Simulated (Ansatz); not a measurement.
All numbers below come from DFT PBE, scalar-relativistic, plane waves, PAW (Ansatz 0.2.0). All cells share a 420 eV cutoff and Γ-centred k meshes spaced at most about 0.3 Å⁻¹ (2π included). No spin polarisation in the final relaxations.

All energies are static (0 K, no zero-point motion). All come from trial cells, and lower structures may exist.

Problem. Which of these relaxed structures of Mg3CdSe4 is the lowest in energy?
A.

Space group R-3m:H (No. 166). a = 3.938 Å, b = 3.938 Å, c = 38.619 Å, α = 90.00°, β = 90.00°, γ = 120.00°
```
atom  site  symmetry       x       y       z
  Mg    6c        3m  0.3333  0.6667  0.9152
  Mg    3b       -3m  0.6667  0.3333  0.8333
  Cd    3a       -3m  0.0000  0.0000  0.0000
  Se    6c        3m  0.6667  0.3333  0.9558
  Se    6c        3m  0.0000  0.0000  0.8742
```

B.

Space group P-43m (No. 215). a = 6.044 Å, b = 6.044 Å, c = 6.044 Å, α = 90.00°, β = 90.00°, γ = 90.00°
```tsv
atom	site	symmetry	x	y	z
Mg	3c	-42.m	0.0000	0.5000	0.5000
Cd	1a	-43m	0.0000	0.0000	0.0000
Se	4e	.3m	0.2556	0.2556	0.7444
```

Solution. B. It has Mg and Cd ordered on zinc blende sites, space group P-43m (No. 215); the next, A, with Mg and Cd ordered on rock salt sites, space group R-3m (No. 166), lies 57 meV/atom higher. Counting Se atoms around Cd and Mg (those within 1.25 times the shortest such distance or 1.15 times the sum of covalent radii, 1.27 where that leaves under three), the lowest has Mg 4, Cd 4 and the next has Mg 6, Cd 6.

Cells relaxed within their symmetry can be saddle points. Some structure types and database cells were kept out of the candidates from the start, so a known form may be missing.
